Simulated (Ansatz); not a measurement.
BeAlNO:
```yaml
crystal:
  lattice:
    - [2.98427, 0.00000, 0.00000]
    - [-1.49214, 2.58446, 0.00000]
    - [0.00000, 0.00000, 4.65204]
  atoms:
    - { symbol: Al, position: [0.33333, 0.66667, 0.51126] }
    - { symbol: Be, position: [0.66667, 0.33333, 0.99165] }
    - { symbol: O, position: [0.33333, 0.66667, 0.11307] }
    - { symbol: N, position: [0.66667, 0.33333, 0.63401] }
```

Relaxed with PBEsol. Independent-particle spectrum: no excitons, no local fields, no scissors shift; 0.1 eV broadening; ε₁ of the summed bands alone.

### Question
Tabulate the dielectric function from PBEsol (plane waves, PAW; program Ansatz).

### Answer


```csv
E (eV),ε₁ xx,ε₂ xx,ε₁ zz,ε₂ zz
0.0,3.83,0.00,3.88,0.00
0.4,3.83,0.00,3.89,0.00
0.8,3.85,0.00,3.90,0.00
1.2,3.88,0.00,3.93,0.00
1.6,3.91,0.00,3.97,0.00
2.0,3.96,0.00,4.02,0.00
2.4,4.03,0.00,4.09,0.00
2.8,4.12,0.00,4.18,0.00
3.2,4.22,0.00,4.29,0.00
3.6,4.37,0.00,4.42,0.00
4.0,4.57,0.00,4.61,0.00
4.4,4.98,0.12,4.86,0.00
4.8,5.03,0.45,5.29,0.04
5.2,5.12,0.55,5.65,0.54
5.6,5.32,0.60,5.80,0.81
6.0,5.74,0.61,6.09,1.03
6.4,7.02,0.88,6.64,1.31
6.8,6.55,2.59,7.92,2.22
7.2,6.12,3.22,7.14,5.38
7.6,6.45,3.21,5.03,5.71
8.0,6.68,5.56,4.98,4.37
8.4,4.01,5.85,4.09,6.78
8.8,3.34,6.23,1.97,5.26
9.2,2.04,5.11,2.98,4.50
9.6,2.10,3.87,1.60,6.02
10.0,2.91,4.08,0.80,3.81
10.4,2.88,4.77,2.83,3.00
10.8,1.99,5.25,2.89,4.78
11.2,1.17,4.79,0.50,6.08
11.6,1.06,4.42,0.83,3.02
12.0,1.41,4.31,1.70,3.69
```

### Question
From ε at 4.9 eV (xx: 5.04 + 0.48i), find n, k, the normal reflectivity and the absorption coefficient.

### Answer
n = 2.25, k = 0.107, R = 15 %, α = 2kE/ħc = 53000 cm⁻¹.

With all bands, ε∞ without local fields is 3.94 (xx = yy), 4.00 (zz). DFPT, with local fields, gives 3.81 (xx = yy), 3.81 (zz).

Space group P3m1. The start of the workflow was typed in or built on a structure type; neither database checked (COD, Materials Project) lists it. Its standing as an ambient phase is unchecked. The PBEsol relaxation kept the symmetry of its start; its stability against distortions is not shown here.

Potentials: the earlier of the program's two PAW sets. The files were generated under PBE; for other functionals the program regenerates the frozen cores, and for LDA and PBEsol the local potential too.
